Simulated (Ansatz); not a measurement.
# MgBi4W2O12, one structure, two calculations

Cell: a computed structure from the Materials Project (it need not be an observed phase), atoms as given.

```yaml
crystal:
  lattice:
    - [8.81736, -2.88907, 0.00000]
    - [8.81736, 2.88907, 0.00000]
    - [-0.07615, 0.00000, 5.59990]
  atoms:
    - { symbol: Mg, position: [0.07410, 0.92590, 0.50000] }
    - { symbol: Bi, position: [0.23962, 0.41053, 0.04075] }
    - { symbol: Bi, position: [0.58947, 0.76038, 0.95925] }
    - { symbol: Bi, position: [0.08882, 0.27462, 0.52829] }
    - { symbol: Bi, position: [0.72538, 0.91118, 0.47171] }
    - { symbol: W, position: [0.56575, 0.43425, 0.50000] }
    - { symbol: W, position: [0.06225, 0.93776, 0.00000] }
    - { symbol: O, position: [0.67600, 0.52956, 0.62135] }
    - { symbol: O, position: [0.47044, 0.32400, 0.37865] }
    - { symbol: O, position: [0.17822, 0.02099, 0.86426] }
    - { symbol: O, position: [0.97901, 0.82178, 0.13574] }
    - { symbol: O, position: [0.80251, 0.13636, 0.73102] }
    - { symbol: O, position: [0.86364, 0.19749, 0.26898] }
    - { symbol: O, position: [0.44327, 0.05428, 0.22842] }
    - { symbol: O, position: [0.94572, 0.55673, 0.77158] }
    - { symbol: O, position: [0.95182, 0.55264, 0.26982] }
    - { symbol: O, position: [0.27506, 0.66273, 0.73718] }
    - { symbol: O, position: [0.33727, 0.72494, 0.26282] }
    - { symbol: O, position: [0.44736, 0.04818, 0.73018] }
```

Atom numbers follow the list; atoms alike are taken as one site, whose name carries the number of the first.

First run. Computed with Ansatz: DFT, PBE, plane waves and PAW, scalar-relativistic, collinear spin, 420 eV cutoff, Γ-centred 4×4×4 k-points, Fermi–Dirac smearing 0.02 eV. Start moments as typed (μB): 1 on each W, none on the rest.

| site | atom | V_zz (10²¹ V/m²) | η | m (μB) |
| --- | --- | --- | --- | --- |
| Mg | 1 | 5.33 | 0.12 | 0.00 |
| Bi2 | 2 | -26.7 | 0.48 | 0.00 |
| Bi4 | 4 | -35.0 | 0.39 | 0.00 |
| W6 | 6 | -24.0 | 0.30 | -0.22 |
| W7 | 7 | -27.9 | 0.22 | 0.22 |
| O8 | 8 | 2.45 | 0.67 | 0.01 |
| O10 | 10 | 2.49 | 0.24 | -0.02 |
| O12 | 12 | 5.89 | 0.12 | 0.00 |
| O14 | 14 | -3.93 | 0.96 | 0.00 |
| O16 | 16 | -4.57 | 0.73 | 0.00 |
| O17 | 17 | 6.31 | 0.13 | -0.01 |

Second run. The same atoms and settings, except that the mesh is 6×6×6 and the Fermi–Dirac smearing is 0.05 eV.

(1) What does the second run give?

Answers

(1) 

```json
{"site": "Mg", "atom": "1", "V_zz": "5.33", "η": "0.12", "change of V_zz": "0.00", "m (μB)": "0.00"}
{"site": "Bi2", "atom": "2", "V_zz": "-26.7", "η": "0.48", "change of V_zz": "-0.02", "m (μB)": "0.00"}
{"site": "Bi4", "atom": "4", "V_zz": "-35.0", "η": "0.39", "change of V_zz": "-0.03", "m (μB)": "0.00"}
{"site": "W6", "atom": "6", "V_zz": "-24.5", "η": "0.29", "change of V_zz": "-0.48", "m (μB)": "-0.20"}
{"site": "W7", "atom": "7", "V_zz": "-28.3", "η": "0.22", "change of V_zz": "-0.35", "m (μB)": "0.22"}
{"site": "O8", "atom": "8", "V_zz": "2.45", "η": "0.66", "change of V_zz": "0.00", "m (μB)": "0.01"}
{"site": "O10", "atom": "10", "V_zz": "2.50", "η": "0.24", "change of V_zz": "+0.01", "m (μB)": "-0.02"}
{"site": "O12", "atom": "12", "V_zz": "5.88", "η": "0.11", "change of V_zz": "-0.01", "m (μB)": "0.00"}
{"site": "O14", "atom": "14", "V_zz": "-3.93", "η": "0.96", "change of V_zz": "0.00", "m (μB)": "0.00"}
{"site": "O16", "atom": "16", "V_zz": "-4.57", "η": "0.73", "change of V_zz": "0.00", "m (μB)": "0.00"}
{"site": "O17", "atom": "17", "V_zz": "6.29", "η": "0.14", "change of V_zz": "-0.02", "m (μB)": "-0.01"}
```

The largest change of V_zz is on W6, from -24.0 to -24.5. In per cent, |V_zz| changes by 0 on Mg, 0 on Bi, +1 to +2 on W, 0 on O (all sites that start above 2).

The largest force is 0.9 eV/Å, so the atoms aren't at the calculated equilibrium and relaxing them would move these values. Spin–orbit coupling is left out, which shifts gradients on Bi by a few per cent in wide-gap crystals, and can shift them far more where the calculated gap is small or absent, as here. Semilocal functionals make gaps too small and can close them, so the real compound need not be a metal. The run lost most of its start moments on W; a state with other moments may lie lower. The magnetic order is the one that the run reached from its start moments, not necessarily the measured one (the real compound may not order at all).
For the first run: The program didn't check the stability of this electronic state in full, so a lower one may lie near.
